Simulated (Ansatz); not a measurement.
Values for one crystal, relaxed and computed with DFT-r²SCAN+D4 in the program Ansatz with PAW potentials; other levels are named.

```yaml
volume_per_atom: 35.16 Å³
band_gap: 4.32 eV (indirect)
Formation energy from the elements (no fitted shifts): -0.66 eV/atom
smallest_direct_gap_on_the_standard_path: 4.63 eV
conduction_band_minimum: on the G0–X line, 59 % of the way from G0 (k = 0.422, 0.427, -0.427 in fractions of the reciprocal vectors) (2 equivalent valleys)
valence_band_maximum: off the standard path, at k = (0.271, -0.271, -0.281) in fractions of the reciprocal vectors
hole_effective_mass: 1.2, 1.8, 7.1 mₑ (principal values)
```

**Question.** Which compound is it?
A. CuI, P4/nmm (Cu on 2b, I on 2c)
B. Ti4H3NS8, P3m1 (Pearson symbol hP16)
C. BeI2, Ibam (Be on 4a, I on 8j)
D. BN, P6_3/mmc (B on 2b, N on 2c)

**Answer.** C, BeI2, Ibam (Be on 4a, I on 8j)

The workflow started from a Materials Project entry (that database holds measured and hypothetical structures alike); the Crystallography Open Database files this formula in space group No. 72, but the cells were not matched. Its standing as an ambient phase is unchecked. Symmetry was held in the r²SCAN+D4 relaxation; whether a distortion lowers the energy is not shown. The references are the lowest solids computed at this level, not always the standard phases. Spin–orbit coupling is left out wherever it is not named.

Potentials: the later of the program's two PAW sets.
